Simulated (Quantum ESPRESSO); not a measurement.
**Kohn-Sham bands of LiPt (P-6m2)**

```xyz
2
Lattice="2.7463 0.0000 0.0000 -1.3731 2.3783 0.0000 0.0000 0.0000 4.1705" Properties=species:S:1:pos:R:3 pbc="T T T"
Li     0.0000     0.0000     2.0852
Pt    -1.3731     0.7928     0.0000
```

Materials Project entry mp-11807; symmetrised, unrelaxed at this level. COD (Crystallography Open Database) has an entry of this formula and space group (matched by these alone). Computed values, not measurements, from PBEsol: Quantum ESPRESSO (norm-conserving PseudoDojo potentials, cutoff 68 Ry, no spin polarisation, no spin-orbit coupling) on a Γ-centred 12×12×6 mesh, then Wannier90. Density: 18×18×10 mesh, cold smearing 0.01 Ry. Spin-orbit coupling is left out although heavy elements are present.

Q: List the Kohn-Sham levels between −8 and 3.0 eV relative to the Fermi level at the high-symmetry points, as a band run of pw.x on that density gives them (levels within 2 meV counted together).

A: 
```json
[
 {"point": "Γ", "k (reciprocal lattice)": "0.000 0.000 0.000", "levels (eV)": "-4.68, -3.28 (×2), -0.94 (×2), 0.44"},
 {"point": "M", "k (reciprocal lattice)": "0.500 0.000 0.000", "levels (eV)": "-6.20, -4.63, -3.45, -1.65, 0.17, 0.47"},
 {"point": "K", "k (reciprocal lattice)": "0.333 0.333 0.000", "levels (eV)": "-3.70, -3.69, -3.64, -3.44, -3.12"},
 {"point": "A", "k (reciprocal lattice)": "0.000 0.000 0.500", "levels (eV)": "-3.39, -3.26 (×2), -2.60, -1.00 (×2)"},
 {"point": "L", "k (reciprocal lattice)": "0.500 0.000 0.500", "levels (eV)": "-6.15, -4.85, -2.01, -1.79, 0.47, 0.89, 1.10"},
 {"point": "H", "k (reciprocal lattice)": "0.333 0.333 0.500", "levels (eV)": "-3.99, -3.74, -3.59, -3.49, -1.87, 2.67"}
]
```
